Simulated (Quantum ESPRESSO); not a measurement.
In2GaAlP4, finding a planted mistake in a log

Computed values, not a measurement. The program is pw.x of Quantum ESPRESSO 7.5 (plane-wave density functional theory). The cell is made up: 8 atoms on a zincblende/diamond lattice, with randomly drawn elements, strain and displacements, not relaxed. PseudoDojo standard norm-conserving files (v0.5 for PBE, v0.4.1 for LDA and PBEsol) set the functional; there is no spin polarisation, spin-orbit coupling or dispersion term, and the masses in the input are unused placeholders.

Intended input:

```
&control calculation='scf', pseudo_dir='./dojo.nc.sr.pbe.v0_5.standard.upf', outdir='./o', disk_io='low', tprnfor=.true., tstress=.true. /
&system ibrav=0, nat=8, ntyp=4, nbnd=37, ecutwfc=79.96652505, nosym=.true., tot_charge=0,
 occupations='smearing', smearing='fd', degauss=0.0018374661
/
&electrons conv_thr=7.350e-09, electron_maxstep=60, /
ATOMIC_SPECIES
Al 1.0 Al.upf
Ga 1.0 Ga.upf
In 1.0 In.upf
P 1.0 P.upf
CELL_PARAMETERS angstrom
5.7025 0.0114 -0.0114
0.0114 5.6219 -0.0162
-0.0114 -0.0162 5.7523
ATOMIC_POSITIONS angstrom
In -0.0109 -0.0374 0.0464
Ga 0.017 2.7489 2.8435
Al 2.8475 0.0216 2.8471
In 2.9035 2.8192 -0.0071
P 1.4363 1.3969 1.4585
P 1.398 4.221 4.3303
P 4.2781 1.3884 4.3316
P 4.2449 4.2218 1.362
K_POINTS automatic
4 4 4 1 1 1
```

The log is shortened where brackets say so; the opening notice, blank lines, dates and the lines on written files are dropped, and the path of the files is cut. It prints rydbergs, bohrs and kilobars, and counts compression as positive stress.

Log of the intended run:

```
     Program PWSCF v.7.5
     Parallel version (MPI & OpenMP), running on       4 processor cores
     Number of MPI processes:                 4
     Threads/MPI process:                     1
     [start-up lines left out]
     bravais-lattice index     =            0
     lattice parameter (alat)  =      10.7762  a.u.
     unit-cell volume          =    1244.4560 (a.u.)^3
     number of atoms/cell      =            8
     number of atomic types    =            4
     number of electrons       =        62.00
     number of Kohn-Sham states=           37
     kinetic-energy cutoff     =      79.9665  Ry
     charge density cutoff     =     319.8661  Ry
     scf convergence threshold =      7.3E-09
     mixing beta               =       0.7000
     number of iterations used =            8  plain     mixing
     Exchange-correlation= PBE
                           (   1   4   3   4   0   0   0)
     [axes and pseudopotential details left out]
   Cartesian axes
     site n.     atom                  positions (alat units)
         1        In     tau(   1) = (  -0.0019114  -0.0065585   0.0081367  )
         2        Ga     tau(   2) = (   0.0029811   0.4820498   0.4986390  )
         3        Al     tau(   3) = (   0.4993404   0.0037878   0.4992703  )
         4        In     tau(   4) = (   0.5091606   0.4943777  -0.0012451  )
         5        P      tau(   5) = (   0.2518710   0.2449618   0.2557640  )
         6        P      tau(   6) = (   0.2451547   0.7401987   0.7593657  )
         7        P      tau(   7) = (   0.7502118   0.2434712   0.7595936  )
         8        P      tau(   8) = (   0.7443898   0.7403390   0.2388417  )
     number of k points=    32  Fermi-Dirac smearing, width (Ry)=  0.0018
                       cart. coord. in units 2pi/alat
        k(    1) = (   0.1249958   0.1268980   0.1245234), wk =   0.0625000
        k(    2) = (   0.1254898   0.1276111   0.3723630), wk =   0.0625000
     [further k points left out]
     Dense  grid:   120199 G-vectors     FFT dimensions: (  64,  64,  64)
     Estimated max dynamical RAM per process >     228.38 MB
     Estimated total dynamical RAM >     825.47 MB
     Initial potential from superposition of free atoms
     starting charge      61.9865, renormalised to      62.0000
     Starting wfcs are   47 randomized atomic wfcs
     total cpu time spent up to now is        3.1 secs
     per-process dynamical memory:   163.0 Mb
     Self-consistent Calculation
     iteration #  1     ecut=    79.97 Ry     beta= 0.70
     Davidson diagonalization with overlap
     ethr =  1.00E-02,  avg # of iterations =  4.0
     Threshold (ethr) on eigenvalues was too large:
     Diagonalizing with lowered threshold
     Davidson diagonalization with overlap
     ethr =  5.94E-04,  avg # of iterations =  2.0
     total cpu time spent up to now is       10.9 secs
     total energy              =    -478.83415356 Ry
     estimated scf accuracy    <       0.37956840 Ry
     iteration #  2     ecut=    79.97 Ry     beta= 0.70
     Davidson diagonalization with overlap
     ethr =  6.12E-04,  avg # of iterations =  2.2
     total cpu time spent up to now is       14.9 secs
     total energy              =    -478.93343738 Ry
     estimated scf accuracy    <       0.08686390 Ry
     [iterations 3 to 8 left out]
     iteration #  9     ecut=    79.97 Ry     beta= 0.70
     Davidson diagonalization with overlap
     ethr =  1.03E-10,  avg # of iterations =  5.0
     total cpu time spent up to now is       47.9 secs
     total energy              =    -478.94977144 Ry
     estimated scf accuracy    <       0.00000011 Ry
     iteration # 10     ecut=    79.97 Ry     beta= 0.70
     Davidson diagonalization with overlap
     ethr =  1.03E-10,  avg # of iterations =  2.0
     total cpu time spent up to now is       51.7 secs
     End of self-consistent calculation
     [lines on levels left out]
!    total energy              =    -478.94977146 Ry
     estimated scf accuracy    <          3.9E-09 Ry
     smearing contrib. (-TS)   =      -0.00000000 Ry
     internal energy E=F+TS    =    -478.94977146 Ry
     The total energy is F=E-TS. E is the sum of the following terms:
     one-electron contribution =    -203.03866684 Ry
     hartree contribution      =     142.13752474 Ry
     xc contribution           =    -140.72861974 Ry
     ewald contribution        =    -277.32000963 Ry
     convergence has been achieved in  10 iterations
     Forces acting on atoms (cartesian axes, Ry/au):
     atom    1 type  3   force =     0.00730073    0.01822650   -0.00746134
     atom    2 type  2   force =    -0.00894883    0.01770541    0.01488872
     atom    3 type  1   force =    -0.00182750   -0.01207961    0.01859524
     atom    4 type  3   force =    -0.04014097   -0.01267739   -0.01735624
     atom    5 type  4   force =     0.00683620    0.00205190    0.04035656
     atom    6 type  4   force =     0.01946298   -0.01124083   -0.07827453
     atom    7 type  4   force =     0.00464905   -0.00891718   -0.07680525
     atom    8 type  4   force =     0.01266835    0.00693121    0.10605685
     Total force =     0.171444     Total SCF correction =     0.000121
     Computing stress (Cartesian axis) and pressure
          total   stress  (Ry/bohr**3)                   (kbar)     P=       29.57
   0.00020553  -0.00000273  -0.00000551           30.23       -0.40       -0.81
  -0.00000273   0.00025217   0.00008626           -0.40       37.09       12.69
  -0.00000551   0.00008626   0.00014528           -0.81       12.69       21.37
     init_run     :      2.89s CPU      2.98s WALL (       1 calls)
     electrons    :     48.41s CPU     48.63s WALL (       1 calls)
     forces       :      0.71s CPU      0.73s WALL (       1 calls)
     stress       :      2.33s CPU      2.41s WALL (       1 calls)
     [timing details left out]
     PWSCF        :     54.43s CPU     54.87s WALL
     JOB DONE.
```

A second run was made from an input with one planted mistake. Its log:

```
     Program PWSCF v.7.5
     Parallel version (MPI & OpenMP), running on       4 processor cores
     Number of MPI processes:                 4
     Threads/MPI process:                     1
     [start-up lines left out]
     bravais-lattice index     =            0
     lattice parameter (alat)  =      10.8323  a.u.
     unit-cell volume          =    1263.9707 (a.u.)^3
     number of atoms/cell      =            8
     number of atomic types    =            4
     number of electrons       =        62.00
     number of Kohn-Sham states=           37
     kinetic-energy cutoff     =      79.9665  Ry
     charge density cutoff     =     319.8661  Ry
     scf convergence threshold =      7.3E-09
     mixing beta               =       0.7000
     number of iterations used =            8  plain     mixing
     Exchange-correlation= PBE
                           (   1   4   3   4   0   0   0)
     [axes and pseudopotential details left out]
   Cartesian axes
     site n.     atom                  positions (alat units)
         1        In     tau(   1) = (  -0.0019190  -0.0065594   0.0081295  )
         2        Ga     tau(   2) = (   0.0029831   0.4820468   0.4986373  )
         3        Al     tau(   3) = (   0.4993351   0.0037856   0.4992653  )
         4        In     tau(   4) = (   0.5091567   0.4943806  -0.0012386  )
         5        P      tau(   5) = (   0.2518744   0.2449660   0.2557646  )
         6        P      tau(   6) = (   0.2451579   0.7401840   0.7593564  )
         7        P      tau(   7) = (   0.7501976   0.2434658   0.7595831  )
         8        P      tau(   8) = (   0.7443883   0.7403410   0.2388428  )
     number of k points=    32  Fermi-Dirac smearing, width (Ry)=  0.0018
                       cart. coord. in units 2pi/alat
        k(    1) = (   0.1249957   0.1268992   0.1245259), wk =   0.0625000
        k(    2) = (   0.1254915   0.1276131   0.3723681), wk =   0.0625000
     [further k points left out]
     Dense  grid:   122117 G-vectors     FFT dimensions: (  64,  64,  64)
     Estimated max dynamical RAM per process >     231.59 MB
     Estimated total dynamical RAM >     836.92 MB
     Initial potential from superposition of free atoms
     starting charge      61.9865, renormalised to      62.0000
     Starting wfcs are   47 randomized atomic wfcs
     total cpu time spent up to now is        3.1 secs
     per-process dynamical memory:   165.1 Mb
     Self-consistent Calculation
     iteration #  1     ecut=    79.97 Ry     beta= 0.70
     Davidson diagonalization with overlap
     ethr =  1.00E-02,  avg # of iterations =  4.0
     Threshold (ethr) on eigenvalues was too large:
     Diagonalizing with lowered threshold
     Davidson diagonalization with overlap
     ethr =  5.90E-04,  avg # of iterations =  2.0
     total cpu time spent up to now is       11.0 secs
     total energy              =    -478.83722640 Ry
     estimated scf accuracy    <       0.37694316 Ry
     iteration #  2     ecut=    79.97 Ry     beta= 0.70
     Davidson diagonalization with overlap
     ethr =  6.08E-04,  avg # of iterations =  2.2
     total cpu time spent up to now is       15.0 secs
     total energy              =    -478.93611416 Ry
     estimated scf accuracy    <       0.08973656 Ry
     [iterations 3 to 8 left out]
     iteration #  9     ecut=    79.97 Ry     beta= 0.70
     Davidson diagonalization with overlap
     ethr =  1.07E-10,  avg # of iterations =  5.0
     total cpu time spent up to now is       48.3 secs
     total energy              =    -478.95291552 Ry
     estimated scf accuracy    <       0.00000011 Ry
     iteration # 10     ecut=    79.97 Ry     beta= 0.70
     Davidson diagonalization with overlap
     ethr =  1.07E-10,  avg # of iterations =  2.0
     total cpu time spent up to now is       52.1 secs
     End of self-consistent calculation
     [lines on levels left out]
!    total energy              =    -478.95291554 Ry
     estimated scf accuracy    <          5.1E-09 Ry
     smearing contrib. (-TS)   =      -0.00000000 Ry
     internal energy E=F+TS    =    -478.95291554 Ry
     The total energy is F=E-TS. E is the sum of the following terms:
     one-electron contribution =    -205.27414484 Ry
     hartree contribution      =     142.87494021 Ry
     xc contribution           =    -140.66745283 Ry
     ewald contribution        =    -275.88625808 Ry
     convergence has been achieved in  10 iterations
     Forces acting on atoms (cartesian axes, Ry/au):
     atom    1 type  3   force =     0.00700214    0.01740517   -0.00747971
     atom    2 type  2   force =    -0.00833943    0.01693198    0.01453871
     atom    3 type  1   force =    -0.00198986   -0.01141363    0.01790712
     atom    4 type  3   force =    -0.03850308   -0.01192098   -0.01682966
     atom    5 type  4   force =     0.00660919    0.00163294    0.03898873
     atom    6 type  4   force =     0.01896034   -0.01078181   -0.07510956
     atom    7 type  4   force =     0.00413818   -0.00869901   -0.07386229
     atom    8 type  4   force =     0.01212252    0.00684534    0.10184667
     Total force =     0.164733     Total SCF correction =     0.000138
     Computing stress (Cartesian axis) and pressure
          total   stress  (Ry/bohr**3)                   (kbar)     P=       17.57
   0.00012335  -0.00000204  -0.00000417           18.15       -0.30       -0.61
  -0.00000204   0.00017052   0.00008018           -0.30       25.08       11.80
  -0.00000417   0.00008018   0.00006445           -0.61       11.80        9.48
     init_run     :      2.89s CPU      3.00s WALL (       1 calls)
     electrons    :     48.85s CPU     49.09s WALL (       1 calls)
     forces       :      0.72s CPU      0.72s WALL (       1 calls)
     stress       :      2.37s CPU      2.45s WALL (       1 calls)
     [timing details left out]
     PWSCF        :     54.93s CPU     55.38s WALL
     JOB DONE.
```

Question: what was wrong in the second input?

Answer: the cell and the positions are scaled by a wrong factor. The input lines that differ, file-writing options aside:

```
- 5.7025 0.0114 -0.0114
+ 5.7322 0.0115 -0.0115
- 0.0114 5.6219 -0.0162
+ 0.0115 5.6511 -0.0163
- -0.0114 -0.0162 5.7523
+ -0.0115 -0.0163 5.7822
- In -0.0109 -0.0374 0.0464
+ In -0.011 -0.0376 0.0466
- Ga 0.017 2.7489 2.8435
+ Ga 0.0171 2.7632 2.8583
- Al 2.8475 0.0216 2.8471
+ Al 2.8623 0.0217 2.8619
- In 2.9035 2.8192 -0.0071
+ In 2.9186 2.8339 -0.0071
- P 1.4363 1.3969 1.4585
+ P 1.4438 1.4042 1.4661
- P 1.398 4.221 4.3303
+ P 1.4053 4.2429 4.3528
- P 4.2781 1.3884 4.3316
+ P 4.3003 1.3956 4.3541
- P 4.2449 4.2218 1.362
+ P 4.267 4.2438 1.3691
```

```
                                            intended run  run with the mistake
                          free energy (eV)     -6516.444             -6516.486
                    smearing term -TS (eV)        0.0000                0.0000
                            pressure (GPa)          2.96                  1.76
            largest force component (eV/Å)         2.727                 2.619
largest change of a force component (eV/Å)                               0.108
                                iterations            10                    10
```

For scale, a rerun of the intended cell at 1377 eV and a 6 x 6 x 6 mesh moved values by no more than 0.008 eV in energy, 0.02 GPa in stress and 0.002 eV/Å in force.